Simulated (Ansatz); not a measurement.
# EuTe2 in the fluorite structure

The computed numbers are results of PBE, scalar-relativistic (collinear spin) in the plane-wave PAW code Ansatz at 420 eV, Γ-centred 8×8×4 mesh, 0.05 eV Gaussian smearing; PAW files: Ansatz's generated set soft_2.

```yaml
crystal:
  lattice:
    - [0.00000, 3.78089, 3.78089]
    - [3.78089, 0.00000, 3.78089]
    - [7.56178, 7.56178, 0.00000]
  atoms:
    - { symbol: Eu, position: [0.00000, 0.00000, 0.00000] }
    - { symbol: Te, position: [0.25000, 0.25000, 0.12500] }
    - { symbol: Te, position: [0.75000, 0.75000, 0.37500] }
    - { symbol: Eu, position: [0.00000, 0.00000, 0.50000] }
    - { symbol: Te, position: [0.25000, 0.25000, 0.62500] }
    - { symbol: Te, position: [0.75000, 0.75000, 0.87500] }
```

The structure was built from a prototype; whether the compound forms in it isn't claimed.

Magnetic state: antiferromagnetic, site spin moments Eu 6.64, -6.64; Te -0.08, 0.08 μB.

Task: Which orbitals carry the states at the Fermi level, and how many states are there?

Result: Within 0.1 eV of it: Te 5p 60 %, Eu 4f 26 %, Eu 5d 13 % (shares among the projected shells). The Fermi level sits on a steep edge: the density of states is 13.5, 12.2 and 6.1 states/eV per cell at −0.1, 0 and +0.1 eV.

Density of states (tetrahedra, averaged over 0.5 eV; states/eV per cell of 6 atoms; energy in eV from the Fermi level; projections on Löwdin-orthogonalised atomic orbitals, summed over sites):

```csv
E,total,Te 5p,Eu 4f down,Eu 4f up,Eu 5d up,Eu 5d down
-4.10,0.1,0.1,0.0,0.0,0.0,0.0
-3.60,2.2,1.6,0.0,0.0,0.1,0.1
-3.10,4.4,3.5,0.0,0.0,0.3,0.3
-2.60,10.2,8.1,0.0,0.0,0.8,0.8
-2.10,6.5,5.1,0.1,0.1,0.5,0.5
-1.60,3.5,2.7,0.1,0.1,0.2,0.2
-1.10,6.0,4.3,0.4,0.4,0.3,0.3
-0.60,23.9,4.1,9.5,9.5,0.3,0.3
-0.10,13.6,5.4,3.5,3.5,0.5,0.5
0.40,3.9,2.8,0.3,0.3,0.2,0.2
0.90,1.7,1.3,0.1,0.1,0.0,0.0
1.40,0.0,0.0,0.0,0.0,0.0,0.0
1.90,0.1,0.0,0.0,0.0,0.0,0.0
2.40,1.9,0.1,0.0,0.0,0.7,0.7
2.90,7.1,0.4,0.0,0.0,2.9,2.9
3.40,5.5,0.2,0.1,0.1,2.2,2.2
3.90,10.3,0.4,2.6,2.6,1.7,1.7
4.40,27.4,0.8,10.6,10.6,1.8,1.8
4.90,6.2,1.1,0.2,0.2,1.5,1.5
5.40,5.9,1.2,0.1,0.1,1.4,1.4
5.90,6.3,1.2,0.1,0.1,1.1,1.1
```

Without a U the 4f levels of Eu lie too near the Fermi level, so their share of the states there, and what hangs on it, is overstated. Spin–orbit coupling, which matters for such heavy elements, is left out. The run wasn't fully tested for a lower electronic state. Site moments are of spin, integrated over atomic spheres. A displaced or strained copy of the relaxed cell lay 0.7 meV/atom lower, so on this mesh the structure isn't a minimum; in a metal a finer mesh can change so small a difference.
